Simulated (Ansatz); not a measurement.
TiGa3 under strain

Theory: DFT PBEsol, scalar-relativistic, plane waves, PAW in Ansatz. Run with 420 eV cutoff, 10×10×4 k-mesh, Gaussian smearing of 0.10 eV, no spin polarisation.

The relaxed crystal:

```xyz
8
Lattice="3.7456 0.0000 0.0000 0.0000 3.7456 0.0000 0.0000 0.0000 8.6764" Properties=species:S:1:pos:R:3 pbc="T T T"
Ti    0.0000    0.0000    0.0000
Ti    1.8728    1.8728    4.3382
Ga    1.8728    1.8728    0.0000
Ga    0.0000    1.8728    2.1691
Ga    1.8728    0.0000    2.1691
Ga    0.0000    0.0000    4.3382
Ga    1.8728    0.0000    6.5073
Ga    0.0000    1.8728    6.5073
```

Deformation: uniaxial strain along c, with the lengths of a and b and the atoms relaxed and the angles held, all within the symmetry that the strain leaves. Energies are extrapolated to zero smearing. Stress is positive in compression, on the Cartesian axes of the cell above.

Strains computed: -3.0, -2.0, -1.0, +1.0, +2.0, +3.0 %.

Q: At which strain does the energy stand 3.5 meV/atom over the relaxed crystal with σxx = 0.00, σyy = 0.00, σzz = -3.64 GPa?

A: +2.0 %.